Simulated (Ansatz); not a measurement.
One crystal and one scan (frozen-phonon scan) at two levels, PBE (plane waves to 420 eV, PAW, scalar-relativistic; Ansatz, an electronic-structure program) and r2SCAN (plane waves to 500 eV, PAW, scalar-relativistic; Ansatz), each from its own relaxed cell and on its own mesh. The cell shown is that of PBE.

W (bcc, W type)

```yaml
crystal:
  lattice:
    - [-3.18352, 3.18352, 3.18352]
    - [0.00000, 0.00000, 3.18352]
    - [0.00000, 3.18352, 0.00000]
  atoms:
    - { symbol: W, position: [0.00000, 0.00000, 0.00000] }
    - { symbol: W, position: [0.50000, 0.00000, 0.00000] }
```

The atoms are displaced by Q × the pattern below (from a DFPT mode at H = (0.5, 0.5, 0.5), largest move 1; Q in Å), at fixed cell. It is one choice among 3 degenerate patterns. (q is in reciprocal vectors of the primitive cell; the cell shown is doubled to hold the pattern.)

```csv
atom,x,y,z
W1,0.000,0.000,-1.000
W2,0.000,0.000,1.000
```

Spin-orbit coupling is left out, though W is heavy. W is run without spin polarisation. W was relaxed with its symmetry unable to fall. (r2SCAN) On this mesh the relaxed cell isn't quite at rest: it carries a pressure of -0.1 GPa (compression positive) at the zero of the scan. With partly filled bands, energies and forces of such displacements shift with the k mesh and the smearing. Both scans cover Q from -0.100 to 0.100 Å.

ΔE (meV/cell), each from the undisplaced structure of its own level:

```tsv
Q (Å)	PBE	r2SCAN
-0.100	203	220
-0.083	141	withheld
-0.067	90	98
-0.050	51	55
-0.033	22	25
-0.017	6	6
0.000	0	0
0.017	6	6
0.033	22	25
0.050	51	55
0.067	90	98
0.083	141	withheld
0.100	203	220
```

### Question
Estimate the r2SCAN value at 0.083 from the PBE value there and the ratio of the two levels in the two nearest given rows on that side of the minimum.

### Answer
At 0.067 and 0.100 the ratio r2SCAN/PBE averages 1.086, which gives 1.086 × 141 = 153 meV/cell. The calculation gives 153 meV/cell, +8.5 % against PBE.

(For displaced atoms, the force is minus the slope of the energy, and its curvature is a force constant, which sets phonon frequencies.)
